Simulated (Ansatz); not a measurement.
Cell and atoms are relaxed with the symmetry kept. Start:

```cif
data_structure
_symmetry_space_group_name_H-M 'P 1'
_symmetry_Int_Tables_number 1
_cell_length_a 3.2336
_cell_length_b 3.2336
_cell_length_c 5.1675
_cell_angle_alpha 90.000
_cell_angle_beta 90.000
_cell_angle_gamma 120.000
_cell_volume 46.79
loop_
_atom_site_label
_atom_site_type_symbol
_atom_site_fract_x
_atom_site_fract_y
_atom_site_fract_z
_atom_site_occupancy
Zr1 Zr 0.33333 0.66667 0.25000 1
Zr2 Zr 0.66667 0.33333 0.75000 1
```

Theory: DFT PBE+D3(BJ), scalar-relativistic, plane waves, PAW (Ansatz 0.2.0).

Plane waves to 420 eV, a k mesh through Γ of 18×18×8 on the computed 2-atom cell and Gaussian smearing (0.10 eV); no spin polarisation.

What does it relax to?

The volume goes down by 0.94 Å³/atom to 22.45 Å³/atom, and the energy falls by 11.4 meV/atom. Final structure:
```cif
data_structure
_symmetry_space_group_name_H-M 'P6_3/mmc'
_symmetry_Int_Tables_number 194
_cell_length_a 3.1859
_cell_length_b 3.1859
_cell_length_c 5.1084
_cell_angle_alpha 90.000
_cell_angle_beta 90.000
_cell_angle_gamma 120.000
_cell_volume 44.90
loop_
_atom_site_label
_atom_site_type_symbol
_atom_site_symmetry_multiplicity
_atom_site_Wyckoff_symbol
_atom_site_fract_x
_atom_site_fract_y
_atom_site_fract_z
_atom_site_occupancy
Zr1 Zr 2 c 0.33333 0.66667 0.25000 1
```

Cost: 1 run of about 0.52 core-minutes, on Arm Neoverse V2 (shared hosts).